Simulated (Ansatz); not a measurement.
# Na3BrO, first-principles data

Na3BrO:
```cif
data_BrNa3O
_chemical_formula_sum 'Na3 Br1 O1'
_space_group_name_H-M_alt 'Pm-3m'
_space_group_IT_number 221
_space_group_name_Hall '-P 4 2 3'
_cell_length_a 4.53526
_cell_length_b 4.53526
_cell_length_c 4.53526
_cell_angle_alpha 90.000
_cell_angle_beta 90.000
_cell_angle_gamma 90.000
loop_
_atom_site_label
_atom_site_type_symbol
_atom_site_symmetry_multiplicity
_atom_site_Wyckoff_symbol
_atom_site_fract_x
_atom_site_fract_y
_atom_site_fract_z
_atom_site_occupancy
Na1 Na 3 c 0.00000 0.50000 0.50000 1
Br1 Br 1 a 0.00000 0.00000 0.00000 1
O1 O 1 b 0.50000 0.50000 0.50000 1
```

Space group Pm-3m (No. 221), anti-perovskite; conventional cell a = 4.5353 Å, b = 4.5353 Å, c = 4.5353 Å, α = 90.00°, β = 90.00°, γ = 90.00°.

Method: r²SCAN in the plane-wave PAW code Ansatz. The cell and atoms are relaxed at this level. Other levels are named where they apply.

### Cell and energy

```
Item                                                          Result
-----------------------------------------------------  -------------
Volume per atom                                             18.66 Å³
Density                                                   2.93 g/cm³
Formation energy from the elements (no fitted shifts)  -1.55 eV/atom
```

### Electronic structure

```
Quantity                                                                                                                  Result
---------------------------------------------------------------------  ---------------------------------------------------------
Band gap                                                                                                        2.61 eV (direct)
Valence-band maximum                                                                                                        at Γ
Conduction-band minimum                                                                                                     at Γ
Electron effective mass                                                                                      0.33 mₑ (isotropic)
Electron effective mass with spin–orbit coupling                                                             0.33 mₑ (isotropic)
Hole effective mass, band 1 of 3 at the edge                              4.9 along [100], 4.9 along [110], 4.8 along [111] (mₑ)
Hole effective mass, band 2 of 3 at the edge                              4.9 along [100], 4.7 along [110], 4.8 along [111] (mₑ)
Hole effective mass, band 3 of 3 at the edge                           0.70 along [100], 0.71 along [110], 0.71 along [111] (mₑ)
Hole effective mass with spin–orbit coupling, band 1 of 2 at the edge     4.6 along [100], 4.8 along [110], 4.8 along [111] (mₑ)
Hole effective mass with spin–orbit coupling, band 2 of 2 at the edge  0.96 along [100], 0.95 along [110], 0.95 along [111] (mₑ)
HSE06 gap on the r²SCAN cell                                                                                             3.38 eV
Gap with spin–orbit coupling                                                                                             2.60 eV
```

### Mechanics

```
Property                               Value
----------------------------------  --------
Bulk modulus (Birch–Murnaghan fit)  360 kbar
Pressure derivative B′                   4.4
```

### Charges

```
Quantity                               Value
-------------  -----------------------------
Bader charges  Na +0.85, Br -0.92, O -1.62 e
```

The first step of the workflow began from a Materials Project structure, measured or hypothetical; the Crystallography Open Database copy checked does not list it. Its standing as an ambient phase is unchecked. The cell was relaxed with r²SCAN under the symmetry of its start; its stability against distortions is not shown here. The references are the lowest solids computed at this level, not always the standard phases (solids in place of the gases). Scalar-relativistic: spin–orbit coupling is off unless named, which matters more the heavier the elements.

Potentials: the later of the program's two PAW sets.
